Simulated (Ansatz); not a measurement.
Pb2Au:
```xyz
6
Lattice="-3.6994 3.6994 2.8738 3.6994 -3.6994 2.8738 3.6994 3.6994 -2.8738" Properties=species:S:1:pos:R:3 pbc="T T T"
Pb     4.8861     1.1867     0.0000
Pb    -1.1867     2.5127     2.8738
Pb     1.1867     2.5127     0.0000
Pb     2.5127     1.1867     2.8738
Au     0.0000     0.0000     4.3107
Au     0.0000     0.0000     1.4369
```

Relaxed with r²SCAN. Special points in fractions of this cell's reciprocal vectors: Γ (0.000, 0.000, 0.000); X (0.000, 0.000, 0.500); M (-0.500, 0.500, 0.500); Z (0.401, 0.401, -0.401); Z0 (-0.401, 0.599, 0.401); P (0.250, 0.250, 0.250); N (0.000, 0.500, 0.000).

List the band energies nearest the Fermi level at these points for r²SCAN with spin–orbit coupling (plane waves, PAW; program Ansatz).

In eV from the Fermi level; about four levels below and three above (degenerate sets whole), none deeper than 8.9 eV; points with the same levels are listed once.

```csv
k,below,above
Γ,-1.39 -1.39 -0.80 -0.80,0.33 0.33 1.29 1.29
X,-0.83 -0.83 -0.49 -0.49,1.32 1.32 2.50 2.50
M,-1.61 -1.61 -1.03 -1.03,0.74 0.74 0.87 0.87
Z,-0.15 -0.15 -0.03 -0.03,0.25 0.25 2.79 2.79
P,-1.78 -1.78 -1.78 -1.78,0.27 0.27 0.27 0.27
N,-1.33 -1.33 -1.33 -1.33,0.15 0.15 0.15 0.15
```

Space group I4/mcm. The first step of the workflow began from a Materials Project structure, measured or hypothetical; the Crystallography Open Database files this formula in space group No. 140, but the cells were not matched. Its standing as an ambient phase is unchecked. Symmetry was held in the r²SCAN relaxation; its stability against distortions is not shown here.

Potentials: the later of the program's two PAW sets.
